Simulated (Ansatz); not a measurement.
# What DFT gives for LuSb5

```
CELL_PARAMETERS angstrom
3.06175 5.30311 0.00000
-3.06175 5.30311 0.00000
0.00000 0.00000 5.12375
ATOMIC_POSITIONS crystal
Sb 0.33330 0.33340 0.00000
Sb 0.66660 0.66670 0.00000
Sb 0.50000 0.50000 0.50000
Sb 0.50000 0.00000 0.50000
Sb 0.00000 0.50000 0.50000
Lu 0.00000 0.00000 0.00000
```

Level: r2SCAN, no spin polarisation; 500 eV; 6×6×6 Γ-centred mesh; fermi-dirac occupations (width 0.0175 eV); Ansatz 0.2.0, fixed geometry.

(1) Are the atoms at rest?

(2) Is there a gap?

(3) Describe some of the short contacts.

(4) Is the cell too large or too small?

(5) Is it stable against the elements?

Origin: a known structure type with other elements, at an estimated volume, so it need not be a known compound.

## Answers

(1) The forces vanish by the symmetry of the sites.

(2) It is a metal, with about 4.4 states/eV a cell as the mean within 0.25 eV of the Fermi level, mostly Sb p (61 %) and Lu d (17 %).

(3) Sb–Sb at 3.06 Å: least valence density 0.25 e/Å³ and ELF 0.41 there. Sb–Lu at 3.54 Å: least valence density 0.12 e/Å³ and ELF 0.29 there. Both are smooth PAW fields, read partly inside the augmentation spheres.

(4) The pressure is 4.2 GPa (compression positive), so with the atoms held at these fractions the cell would first expand. The principal stresses 2.2, 2.2, 8.3 GPa differ, so its shape would change too.

(5) 0.40 eV an atom against the elements' usual phases (free molecules for gases, crystals otherwise, with no correction for O₂ or N₂), so at this geometry it isn't bound against them. Relaxing would lower it.
